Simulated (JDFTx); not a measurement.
An input for a modified build of JDFTx (MgB2(1 0 -1 0), linear PCM (GLSSA13), water, 1 M NaCl; bohr, hartree) and the course of its log:

```
lattice \
  5.7877776044 0.0000000000 0.0000000000 \
  0.0000000000 6.6534800204 0.0000000000 \
  0.0000000000 0.0000000000 48.5659614029
coords-type Lattice
ion B 0.2500000000 0.5000000000 -0.1835813423 0
ion B 0.2500000000 0.5000000000 -0.1204085330 0
ion B 0.7500000000 0.5000000000 -0.0860060950 0
ion B 0.7500000000 0.5000000000 -0.0172012190 0
ion B 0.2500000000 0.5000000000 0.0172012190 0
ion B 0.2500000000 0.5000000000 0.0860060950 0
ion B 0.7500000000 0.5000000000 0.1204085330 0
ion B 0.7500000000 0.5000000000 0.1835813423 0
ion Mg 0.7500000000 0.0000000000 -0.1704856105 0
ion Mg 0.2500000000 0.0000000000 -0.0516036570 0
ion Mg 0.7500000000 0.0000000000 0.0516036570 0
ion Mg 0.2500000000 0.0000000000 0.1704856105 0
ion-species pseudo/b_pbe_v1.4.upf
ion-species pseudo/mg_pbe_v1.4.upf
elec-cutoff 20 100
elec-ex-corr gga-PBE
coulomb-interaction Slab 001
coulomb-truncation-embed 0 0 0
kpoint-folding 8 6 1
elec-smearing Fermi 0.01
elec-n-bands 48
electronic-scf nIterations 100 energyDiffThreshold 1e-08
fluid LinearPCM
pcm-variant GLSSA13
fluid-solvent H2O
fluid-cation Na+ 1
fluid-anion Cl- 1
fluid-minimize nIterations 400 knormThreshold 1e-12
wavefunction read vac.wfns
elec-initial-eigenvals vac.eigenvals
dump-name f0.$VAR
dump End State Ecomponents EigStats BandEigs Forces ElecDensity IonicPositions Fillings Kpoints Dtot FluidDebug BoundCharge FluidDensity
```

```
[one cycle in 5 is shown, and the last three; fluid-solver lines are left out]
	FillingsUpdate:  mu: -0.189687637  nElectrons: 64.000000
SCF: Cycle:  0   F: -273.357029978564469   dF: -2.636e-04   |Residual|: 4.722e-03   |deigs|: 3.358e-04
	FillingsUpdate:  mu: -0.181709248  nElectrons: 64.000000
SCF: Cycle:  5   F: -273.357412173668990   dF: -4.635e-05   |Residual|: 4.075e-04   |deigs|: 1.941e-03
	FillingsUpdate:  mu: -0.173748545  nElectrons: 64.000000
SCF: Cycle: 10   F: -273.357746448079581   dF: +3.204e-05   |Residual|: 1.140e-03   |deigs|: 9.530e-04
	FillingsUpdate:  mu: -0.172218200  nElectrons: 64.000000
SCF: Cycle: 15   F: -273.357812038193003   dF: +5.844e-05   |Residual|: 1.669e-03   |deigs|: 1.044e-03
	FillingsUpdate:  mu: -0.178309285  nElectrons: 64.000000
SCF: Cycle: 20   F: -273.357495138142951   dF: -3.320e-05   |Residual|: 1.362e-03   |deigs|: 8.822e-04
	FillingsUpdate:  mu: -0.174464730  nElectrons: 64.000000
SCF: Cycle: 25   F: -273.357657523043542   dF: +7.134e-05   |Residual|: 1.286e-03   |deigs|: 1.535e-03
	FillingsUpdate:  mu: -0.180850094  nElectrons: 64.000000
SCF: Cycle: 30   F: -273.357435645860562   dF: +7.203e-05   |Residual|: 7.463e-04   |deigs|: 2.415e-03
	FillingsUpdate:  mu: -0.167863480  nElectrons: 64.000000
SCF: Cycle: 35   F: -273.357991413113382   dF: -2.918e-05   |Residual|: 2.492e-03   |deigs|: 4.332e-04
	FillingsUpdate:  mu: -0.171692106  nElectrons: 64.000000
SCF: Cycle: 40   F: -273.357826051401844   dF: +2.656e-05   |Residual|: 1.721e-03   |deigs|: 5.007e-04
	FillingsUpdate:  mu: -0.178648657  nElectrons: 64.000000
SCF: Cycle: 45   F: -273.357503801852715   dF: -3.116e-06   |Residual|: 5.255e-04   |deigs|: 1.042e-04
	FillingsUpdate:  mu: -0.176715854  nElectrons: 64.000000
SCF: Cycle: 50   F: -273.357579782332891   dF: +4.663e-05   |Residual|: 6.247e-04   |deigs|: 9.181e-04
	FillingsUpdate:  mu: -0.173048959  nElectrons: 64.000000
SCF: Cycle: 55   F: -273.357756179773560   dF: -2.519e-05   |Residual|: 1.358e-03   |deigs|: 5.167e-04
	FillingsUpdate:  mu: -0.180401609  nElectrons: 64.000000
SCF: Cycle: 60   F: -273.357454601991776   dF: -7.774e-07   |Residual|: 1.640e-03   |deigs|: 4.054e-05
	FillingsUpdate:  mu: -0.171389661  nElectrons: 64.000000
SCF: Cycle: 65   F: -273.357879815934155   dF: -7.324e-05   |Residual|: 1.567e-03   |deigs|: 1.208e-03
	FillingsUpdate:  mu: -0.175698357  nElectrons: 64.000000
SCF: Cycle: 70   F: -273.357630901725770   dF: +3.369e-04   |Residual|: 8.709e-04   |deigs|: 6.537e-03
	FillingsUpdate:  mu: -0.181819365  nElectrons: 64.000000
SCF: Cycle: 75   F: -273.357416124982933   dF: +5.745e-06   |Residual|: 7.151e-04   |deigs|: 2.173e-04
	FillingsUpdate:  mu: -0.170370287  nElectrons: 64.000000
SCF: Cycle: 80   F: -273.357786513648364   dF: -6.724e-05   |Residual|: 2.443e-03   |deigs|: 4.960e-03
	FillingsUpdate:  mu: -0.171909193  nElectrons: 64.000000
SCF: Cycle: 85   F: -273.357866555555063   dF: -7.004e-05   |Residual|: 1.388e-03   |deigs|: 1.250e-03
	FillingsUpdate:  mu: -0.179247093  nElectrons: 64.000000
SCF: Cycle: 90   F: -273.357490417344081   dF: +8.400e-05   |Residual|: 2.692e-04   |deigs|: 2.109e-03
	FillingsUpdate:  mu: -0.176392109  nElectrons: 64.000000
SCF: Cycle: 95   F: -273.357583205404012   dF: -9.724e-05   |Residual|: 7.127e-04   |deigs|: 2.909e-03
	FillingsUpdate:  mu: -0.171138150  nElectrons: 64.000000
SCF: Cycle: 97   F: -273.357846971543779   dF: -1.417e-05   |Residual|: 1.764e-03   |deigs|: 2.093e-04
	FillingsUpdate:  mu: -0.169527368  nElectrons: 64.000000
SCF: Cycle: 98   F: -273.357890529498036   dF: -4.356e-05   |Residual|: 2.162e-03   |deigs|: 1.624e-03
	FillingsUpdate:  mu: -0.177440502  nElectrons: 64.000000
SCF: Cycle: 99   F: -273.357553604117300   dF: +3.369e-04   |Residual|: 5.768e-04   |deigs|: 7.925e-03
SCF: None of the convergence criteria satisfied after 100 iterations.
IonicMinimize: Iter:   0  F: -273.357553604117300  |grad|_K:  0.000e+00
IonicMinimize: Converged (|grad|_K<1.000000e-04).
```

This run gave no converged result. The electronic loop ended without meeting its threshold, so the last energy, levels and forces aren't results.
